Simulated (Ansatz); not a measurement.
**Question.** Name crystals whose computed values (plane-wave PAW PBEsol (Ansatz code)) fall in these windows: gap (eV) 0.68 to 0.90; ε0 15 to 17; highest Γ mode, no LO–TO term (cm⁻¹) 490 to 690.

**Answer.** 

```tsv
crystal	gap (eV)	ε0	highest Γ mode, no LO–TO term (cm⁻¹)
MnO2, CdI2 type	0.77	15.7	604
```
Others may fit too.

Spin orders computed, not proven ground states: MnO2, CdI2 type ferromagnetic. Not the usual ambient phase: MnO2, CdI2 type. Weakly bound layers, chains or molecules computed without a dispersion correction, so cells and soft constants are ill determined: MnO2, CdI2 type. The cell was relaxed under the symmetry of its start. No Hubbard U is applied.

Potentials: the later of the program's two PAW sets.
